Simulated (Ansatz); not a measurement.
A relaxed cell of ScGa₃As₂ is given with its symmetry left out. The cell was found from a structure generator's guess, not taken from experiment.

Computed with DFT PBE, scalar-relativistic, plane waves, PAW (Ansatz 0.2.0). Cutoff 420 eV, Γ-centred mesh, Gaussian smearing, no spin polarisation.

```xyz
6
Lattice="4.6886 0.0000 0.0000 0.0000 4.6886 0.0000 0.0000 0.0000 6.0687" Properties=species:S:1:pos:R:3 pbc="T T T"
Sc    0.0000    0.0000    0.0152
Ga    2.3443    0.0000    1.9298
Ga    0.0000    2.3443    1.9298
Ga    2.3443    2.3443    3.3660
As    2.3443    0.0000    4.7034
As    0.0000    2.3443    4.7034
```

Formation energies are uncorrected and refer to the elements' standard structures at the same level.

**Question.** What space group does it have?

**Answer.** P4mm (No. 99). Conventional cell: a = 4.689 Å, c = 6.069 Å. Sc has 4 As at 2.72 Å and 4 Ga at 3.03 Å; around Ga on a site of symmetry 2mm lie 2 Ga at 2.75 Å, 1 As at 2.77 Å, 2 Sc at 3.03 Å, 1 As at 3.30 Å and 4 Ga at 3.32 Å; around Ga on a site of symmetry 4mm lie 4 As at 2.70 Å and 4 Ga at 2.75 Å; As is surrounded by 3 Ga at 2.70–2.77 Å, 2 Sc at 2.72 Å, 1 Ga at 3.30 Å and 4 As at 3.32 Å.

**Question.** What is its formation energy per atom?

**Answer.** −0.14 eV/atom.

**Question.** Is it a metal?

**Answer.** Yes, bands cross the Fermi level on the 8×8×6 mesh.

The last run used an 8×8×6 mesh (in the run's order of axes) for its 6-atom cell and Gaussian smearing of 0.10 eV. The reference form of As is held partly by dispersion forces, which this level lacks. Symmetry constrained the relaxation, so the result can be a saddle point. Another cell of ScGa3As2 relaxed alike, in P-3m1, lies 246 meV/atom lower, so this cell isn't the stable form at this level.
